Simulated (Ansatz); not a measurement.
Cl (Cmce): the band gap by level of theory

All numbers come from Ansatz. (Simulation; spin polarisation is off.)

Cl (Cmce) from a database structure, relaxed with r2SCAN+rVV10. The symmetry is Cmce (No. 64, orthorhombic); conventional cell a = 6.250 Å, b = 4.014 Å, c = 8.147 Å, 25.55 Å³ an atom. Cl has 1 Cl at 2.02 Å.

```cif
data_structure
_symmetry_space_group_name_H-M 'Cmce'
_symmetry_Int_Tables_number 64
_cell_length_a 6.2505
_cell_length_b 4.0145
_cell_length_c 8.1466
_cell_angle_alpha 90.000
_cell_angle_beta 90.000
_cell_angle_gamma 90.000
_cell_volume 204.42
loop_
_atom_site_label
_atom_site_type_symbol
_atom_site_symmetry_multiplicity
_atom_site_Wyckoff_symbol
_atom_site_fract_x
_atom_site_fract_y
_atom_site_fract_z
_atom_site_occupancy
Cl1 Cl 8 f 0.50000 0.62436 0.60748 1
```

Relaxed lattice by functional, symmetry kept:
```json
{"functional": "PBE-D3(BJ)", "k mesh": "6×6×4", "a (Å)": "6.603", "b (Å)": "4.062", "c (Å)": "8.105", "volume (Å³/atom)": "27.17"}
{"functional": "r2SCAN+rVV10", "k mesh": "6×6×4", "a (Å)": "6.250", "b (Å)": "4.014", "c (Å)": "8.147", "volume (Å³/atom)": "25.55"}
{"functional": "PBE-D4", "k mesh": "6×6×4", "a (Å)": "6.572", "b (Å)": "4.062", "c (Å)": "8.096", "volume (Å³/atom)": "27.01"}
```

Gaps on the r2SCAN+rVV10 cell, each the least over its mesh and the special points:

| level | k mesh | gap (eV) | kind | edges | least direct gap (eV) |
| --- | --- | --- | --- | --- | --- |
| LDA | 8×8×4 | 2.05 | direct | Γ | 2.05 |
| PBE | 8×8×4 | 2.20 | direct | Γ | 2.20 |
| r2SCAN | 8×8×4 | 2.57 | direct | Γ | 2.57 |
| r2SCANh | 6×6×2 | 3.45 | direct | Γ | 3.45 |
| HSE06 | 6×6×2 | 3.80 | direct | Γ | 3.80 |
| DDH-PBE0 | 6×6×2 | 4.51 | direct | Γ | 4.51 |
| PBE0 | 6×6×2 | 4.57 | direct | Γ | 4.57 |
| Hartree-Fock | 6×6×2 | 12.01 | indirect | R → Γ | 12.07 |
| G0W0@PBE (305 empty bands, 120 eV, 4×4×2) | 4×4×2 | 4.54 | – | R → Γ (mesh) | – |
| G0W0@PBE (757 empty bands, 220 eV, 4×4×2) | 4×4×2 | 4.55 | – | R → Γ (mesh) | – |

PBE: smearing of 0.02 eV; the others have fixed occupations.
Wave cutoffs: 420 eV, 500 eV (r2SCAN, r2SCANh).
The G0W0 gap is PBE's gap over the path plus the quasiparticle shift read on the mesh. G0W0 here is at a finite number of bands, screening cutoff and k mesh, not at the basis limit.

The HSE06 gap is direct at Γ: 3.80 eV. With r2SCAN, at Γ the top three valence levels group as 1+1+1 from the top, spread over 443 meV.

Set against the finite-basis gap of 4.55 eV from G0W0@PBE (757 empty bands, 220 eV, 4×4×2), the closest functional is PBE0, which differs by +0.02 eV. The others: DDH-PBE0 -0.04, HSE06 -0.75, r2SCANh -1.10, r2SCAN -1.98, PBE -2.35, LDA -2.50, Hartree-Fock +7.46 eV. The yardstick's own error is a tenth of an eV or more. r2SCAN covers 23 % of the step from PBE to HSE06. The levels disagree on the kind of gap: direct with LDA, PBE, r2SCAN, r2SCANh, HSE06, DDH-PBE0, PBE0; indirect with Hartree-Fock.

r2SCAN (ground state on 6×6×4): The electronic dielectric tensor ε∞ is 2.34, 3.40 and 5.53 along x, y and z. Born charges, averaged over directions: Cl 0.00 e. PBE (ground state on 6×6×4): The electronic dielectric tensor ε∞ is 2.40, 3.68 and 6.23 along x, y and z. Born charges, averaged over directions: Cl 0.00 e.

The meshes of the hybrids are coarse, so their gaps aren't converged to the digits shown.

The splittings at Γ are without spin-orbit coupling, which regroups them where it is of like size or larger.
